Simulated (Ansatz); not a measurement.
Co₂N (space group Pnnm)

```xyz
6
Lattice="4.2236 0.0000 0.0000 0.0000 4.4831 0.0000 0.0000 0.0000 2.7927" Properties=species:S:1:pos:R:3 pbc="T T T"
Co     0.9722     0.7863     1.3963
Co     3.0840     1.4552     0.0000
Co     3.2514     3.6968     1.3963
Co     1.1396     3.0279     0.0000
N      2.1118     2.2415     1.3963
N      0.0000     0.0000     0.0000
```

Equation-of-state scan: isotropic scaling of the cell above, V₀ being its volume. The atoms relax within the cell's symmetry.

All values below come from PBEsol (plane waves to 420 eV, PAW, scalar-relativistic; Ansatz, a program for electronic structure). k mesh 11×11×17 (Γ-centred), Fermi-Dirac smearing 0.05 eV. The energy includes the smearing's −TS. Stress and pressure are positive under compression. With the shape held, the modulus is that of even scaling; a crystal free to change shape is softer. Co2N is run without spin polarisation. Co2N was relaxed with its symmetry unable to fall. ΔE is measured from the relaxed starting cell. The last digit holds for this mesh only.

| V (Å³/atom) | ΔE (meV/atom) |
|---|---|
| 7.403 | 275.5 |
| 7.755 | 141.9 |
| 8.108 | withheld |
| 8.461 | 13.4 |
| 8.813 | 0.0 |
| 9.166 | 11.5 |
| 9.518 | 43.0 |
| 9.871 | 90.5 |
| 10.223 | 150.8 |

Fit a third-order Birch-Murnaghan form (E₀, V₀, B₀, B₀′ free) to the given rows and predict ΔE at V = 8.108.

Least squares on the 8 given rows: ΔE = E₀ + (9V₀B₀/16)·y²·[2 + (B₀′ − 4)y], y = (V₀/V)^(2/3) − 1, with V₀ = 8.812 Å³/atom, B₀ = 282.6 GPa (160.2 GPa = 1 eV/Å³; the term in eV is multiplied by 1000), B₀′ = 4.61, E₀ = -0.07 meV/atom; root-mean-square residual 0.16 meV/atom. At 8.108 the fit gives 57.9 meV/atom; the calculation gives 57.9 meV/atom, the same to the digits shown. For the pressure the fit gives 28.5 GPa against the computed 28.5 GPa.

(Under strain, the slope of the energy per volume gives the stress and its curvature an elastic modulus.)
